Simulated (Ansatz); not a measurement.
Consider the following.

Si:
```
CELL_PARAMETERS angstrom
     -3.19345     3.19345     3.19345
      3.19345    -3.19345     3.19345
      3.19345     3.19345    -3.19345
ATOMIC_POSITIONS crystal
  Si 0.25000 0.25000 0.25000
  Si 0.50000 0.00000 0.25000
  Si 0.00000 0.25000 0.50000
  Si 0.25000 0.50000 0.00000
```

This is the r²SCAN-relaxed structure.

Question: All from r²SCAN in the plane-wave PAW code Ansatz, unless another level is named. Predict the electronic character.

Answer: metallic (no gap).

Question: Next, the density of states at the Fermi level?

Answer: 0.82 states/eV per atom (mean over ±0.08 eV).

Space group I4_132. The start of the workflow was typed in or built on a structure type; neither database checked (COD, Materials Project) lists it. It is not the phase usual at ambient conditions (space group No. 227). Symmetry was held in the r²SCAN relaxation. At this level the phase is mechanically unstable.

Potentials: the later of the program's two PAW sets.
